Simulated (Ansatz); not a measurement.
KZn₂BCl₂O₃ in space group R32 (No. 155; Pearson symbol hR9), r²SCAN (plane waves, PAW; program Ansatz). The conduction-band minimum lies at Γ, with 1 equivalent valley. Second derivatives d²E/dk² of the lowest band at one valley (eV·Å²), along Cartesian directions:

| direction | d²E/dk² |
|---|---|
| [100] | 15.50 |
| [010] | 15.50 |
| [001] | 14.96 |
| [110] | 15.50 |
| [101] | 15.23 |
| [011] | 15.23 |

Question: Find the principal effective masses, the density-of-states mass and the conductivity mass.

Answer: Off-diagonal terms follow from H_xy = H[110] − (H_xx + H_yy)/2, and m*/mₑ = 7.620 eV·Å² over each eigenvalue: 0.49, 0.49, 0.51. One valley's DOS mass (m₁m₂m₃)^(1/3) = 0.50, conductivity mass 3/(Σ 1/mᵢ) = 0.50 mₑ.

Question: What effective density of states Nc follows at 300 K for parabolic valleys?

Answer: Nc = 2.509e19 × 1 × (0.50)^(3/2) ≈ 8.9e18 cm⁻³.

The first step of the workflow began from a Materials Project structure, measured or hypothetical; the Crystallography Open Database files this formula in space group No. 155, but the cells were not matched. Whether it is the stable phase at ambient conditions was not checked. The r²SCAN relaxation kept the symmetry of its start; whether a distortion lowers the energy is not shown.

Potentials: the later of the program's two PAW sets.

Edges and masses are those of Kohn–Sham bands, whose gap is no quasiparticle gap.
